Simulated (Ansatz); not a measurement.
Ga2O3:
```cif
data_Ga4O6
_chemical_formula_sum 'Ga4 O6'
_space_group_name_H-M_alt 'P 1'
_space_group_IT_number 1
_cell_length_a 6.32566
_cell_length_b 6.32566
_cell_length_c 5.80972
_cell_angle_alpha 76.701
_cell_angle_beta 103.299
_cell_angle_gamma 152.123
loop_
_space_group_symop_operation_xyz
  'x, y, z'
loop_
_atom_site_label
_atom_site_type_symbol
_atom_site_fract_x
_atom_site_fract_y
_atom_site_fract_z
_atom_site_occupancy
Ga1 Ga 0.34125 0.65875 0.68554 1
Ga2 Ga 0.65875 0.34125 0.31446 1
Ga3 Ga 0.90955 0.09045 0.20471 1
Ga4 Ga 0.09045 0.90955 0.79529 1
O1 O 0.50375 0.49625 0.74406 1
O2 O 0.49625 0.50375 0.25594 1
O3 O 0.82678 0.17322 0.43724 1
O4 O 0.17322 0.82678 0.56276 1
O5 O 0.16525 0.83475 0.10946 1
O6 O 0.83475 0.16525 0.89054 1
```

Relaxed with PBEsol.

### Question
Decompose the optical modes at the zone centre into irreducible representations, and say which are infrared and Raman allowed.

### Answer
Point group 2/m: Γ_opt = 10Ag + 4Au + 5Bg + 8Bu. Infrared: Au, Bu. Raman: Ag, Bg.

### Question
Assign frequencies (DFPT, PBEsol (plane waves, PAW; program Ansatz); without the LO–TO term).

### Answer
Ag 106, Bg 108, Bg 142, Au 148, Ag 160, Bu 188, Ag 189, Bu 246, Bu 269, Au 294, Ag 307, Ag 337, Bg 343, Bu 344, Ag 383, Bu 413, Au 437, Ag 451, Bg 462, Bu 548, Ag 603, Bg 630, Ag 631, Au 640, Bu 662, Bu 714, Ag 733 cm⁻¹.

Subscripts of B labels follow the axes of the standard setting.

Space group C2/m. The cell was relaxed with PBEsol under the symmetry of its start.

Potentials: the earlier of the program's two PAW sets. The files were generated under PBE; for other functionals the program regenerates the frozen cores, and for LDA and PBEsol the local potential too.
